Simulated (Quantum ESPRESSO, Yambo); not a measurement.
At a photon energy of 11.12 eV, RPA with local fields on PBEsol bands shifted by a G0W0 scissor of 2.98 eV (Quantum ESPRESSO and Yambo; 4×4×4 mesh, 162 bands, 3 Ry local-field block, 0.2 eV broadening) gives ε = 2.84 + 0.56i for SiO$_{2}$ (space group Imma, No. 74), field along x. Axes are Cartesian, with cell vectors (Å) (-2.62, 4.78, 4.44), (2.62, -4.78, 4.44), (2.62, 4.78, -4.44).

Task: Work out n, κ, the normal-incidence reflectivity, the absorption coefficient and the penetration depth.

Result: 
|ε| = 2.89; n = √((|ε| + ε1)/2) = 1.69, κ = √((|ε| − ε1)/2) = 0.17. R = ((n − 1)² + κ²)/((n + 1)² + κ²) = 0.07. α = 2Eκ/(ħc) with ħc = 197.327 eV nm: 0.0186 per nm = 1.9 × 10⁵ per cm, a 1/e depth of 54 nm. The computed direct gap is 8.58 eV, and the energy scale of the real crystal may differ from it. Excitonic effects are left out, and values at one energy depend on mesh and broadening. The scissor comes from a G0W0 run whose convergence isn't established. Convergence of the RPA response with its 4×4×4 mesh was not tested.

Geometry of the Materials Project entry, not relaxed at this level; primitive cell a = 7.030 Å, b = 7.030 Å, c = 7.030 Å, α = 136.18°, β = 94.40°, γ = 101.64°.

This is not the ordinary phase of the substance; no match was found in the copy of COD used, and its stability was not checked.
